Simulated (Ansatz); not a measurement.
In in space group Cmce (No. 64; In on 8f) under volume change, DFT-PBEsol in the program Ansatz with PAW potentials, shape and atoms relaxed at each volume.

| V (Å³/atom) | E − E(relaxed) (meV/atom) | P (GPa) |
|---|---|---|
| 25.732 | 34.3 | 4.76 |
| 26.580 | 14.2 | 2.87 |
| 27.429 | 3.3 | 1.30 |
| 28.277 | 0.0 | 0.00 |
| 29.125 | 2.9 | -1.07 |
| 29.974 | 11.0 | -1.94 |
| 30.822 | 23.2 | -2.66 |

Question: What does a third-order Birch–Murnaghan fit give for V₀, B₀ and B′?

Answer: V₀ = 28.28 Å³/atom, B₀ = 39.1 GPa, B′ = 5.4.

The start of the workflow was typed in or built on a structure type; neither database checked (COD, Materials Project) lists it. It is not the phase usual at ambient conditions (space group No. 139). The PBEsol relaxation kept the symmetry of its start; its stability against distortions is not shown here.

Potentials: the earlier of the program's two PAW sets. The files were generated under PBE; for other functionals the program regenerates the frozen cores, and for LDA and PBEsol the local potential too.
